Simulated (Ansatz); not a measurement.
CaTiO3 (cubic perovskite)

```
CaTiO3
1.0
    3.84096     0.00000     0.00000
    0.00000     3.84096     0.00000
    0.00000     0.00000     3.84096
Ca Ti O
1 1 3
Cartesian
  0.00000   0.00000   0.00000
  1.92048   1.92048   1.92048
  0.00000   1.92048   1.92048
  1.92048   1.92048   0.00000
  1.92048   0.00000   1.92048
```

The volume is varied about the relaxed value V₀ at fixed cell shape. Symmetry pins the atoms to their sites.

All values below come from PBEsol (plane waves to 420 eV, PAW, scalar-relativistic; Ansatz, a program for electronic structure). k mesh 9×9×9 (Γ-centred), Fermi-Dirac smearing 0.05 eV. Stress and pressure are positive under compression. CaTiO3 is run without spin polarisation. CaTiO3 was relaxed with its symmetry unable to fall. This is a high-temperature form of CaTiO3.

At one point of the scan the stress tensor (GPa) is:

```
    6.2      0.0      0.0
    0.0      6.2      0.0
    0.0      0.0      6.2
```

Q: Which point is it?
(A) V/V₀ = 0.970
(B) V/V₀ = 0.955
(C) V/V₀ = 0.985
(D) V/V₀ = 0.940

A: A, V/V₀ = 0.970

(Under strain, the slope of the energy per volume gives the stress and its curvature an elastic modulus.)
